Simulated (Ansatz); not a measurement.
### Question
Y (hcp (Mg type), space group No. 194) is relaxed with LDA in the plane-wave PAW code Ansatz. What lattice parameters of the conventional cell result?

### Answer
a = 3.543 Å, c = 5.505 Å.

Its a lies over 2 % below tabulated measurements.

Space group P6_3/mmc (hcp (Mg type)). The LDA relaxation kept the symmetry of its start. No spin polarisation was allowed. Axis ratios of metals converge slowly with the k-mesh, so a and c are less sure than the volume.

Potentials: the later of the program's two PAW sets.
